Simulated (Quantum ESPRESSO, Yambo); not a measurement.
ZnSe (zinc blende, space group F-43m, No. 216) under isotropic strain of -1 % on all lattice vectors. The PBEsol cell relaxed from Materials Project entry mp-1190 was given an isotropic strain of -1 % on all lattice vectors, and the atoms were relaxed again. Chain: PBE (stringent potentials; Quantum ESPRESSO, PseudoDojo norm-conserving, 104 Ry, no spin-orbit coupling); G0W0 in Yambo (4×4×4 Γ-centred k mesh, bands 14 to 208 and a 15 Ry block in the screening, 208 bands in G with the Bruneval-Gonze terminator, plasmon pole fitted at 27.2 eV); BSE (8×8×8 mesh, 3 valence and 1 conduction bands, static screening with 36 bands and a 4 Ry block, scissor 0.84 eV, Tamm-Dancoff).

```json
{
  "PBE gap (dense path)": "1.49 eV",
  "PBE gap Γ → Γ on the GW mesh": "1.49 eV",
  "PBE smallest direct gap on the GW mesh, at Γ": "1.49 eV",
  "G0W0 direct gap at that point": "2.33 eV",
  "G0W0 correction to the gap Γ → Γ": "0.84 eV",
  "lowest_exciton": "no binding energy given (see below)"
}
```

Rough cost of the Yambo steps against G0W0 for 6 states: BSE about 1/7.

Convergence of the G0W0 settings was not tested. The BSE states are vertical excitations (zero momentum). The lowest state covers only about 1 of the 512 k points, so the mesh doesn't resolve it: its energy and its distance from the direct gap are mesh artefacts. An extended exciton needs a far denser mesh.

Spin-orbit splittings are left out.
